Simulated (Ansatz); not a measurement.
Consider the following.

NiBi:
```xyz
4
Lattice="4.1180 0.0000 0.0000 -2.0590 3.5663 0.0000 0.0000 0.0000 5.2401" Properties=species:S:1:pos:R:3 pbc="T T T"
Ni     0.0000     0.0000     2.6201
Ni     0.0000     0.0000     0.0000
Bi     0.0000     2.3775     1.3100
Bi     2.0590     1.1888     3.9301
```

This is the r²SCAN-relaxed structure. x, y and z are the axes in which the lattice vectors are written.

**Question.** All from r²SCAN (plane waves, PAW; program Ansatz), unless another level is named. Estimate the Poisson's ratio.

**Answer.** 0.32.

**Question.** What about the highest zone-centre frequency?

**Answer.** 207 cm⁻¹.

**Question.** Give the elastic constants (relaxed ions, GPa).

**Answer.** C11 = 151, C12 = 73.5, C13 = 79.4, C33 = 146, C44 = 53.1.

Space group P6_3/mmc (NiAs type). The workflow started from a Materials Project entry (that database holds measured and hypothetical structures alike); the Crystallography Open Database copy checked does not list it. Whether it is the stable phase at ambient conditions was not checked. Symmetry was held in the r²SCAN relaxation; of distortions, only those at the zone centre were tested. No spin polarisation was allowed. As this level gives no gap, shear constants depend on the k-mesh and smearing (Fermi–Dirac, 0.1 eV here). As this level gives no gap, phonon frequencies hold no LO–TO term and depend on the k-mesh and smearing (Fermi–Dirac, 0.1 eV here). Scalar-relativistic: spin–orbit coupling is off unless named, which matters more the heavier the elements.

Potentials: the later of the program's two PAW sets.
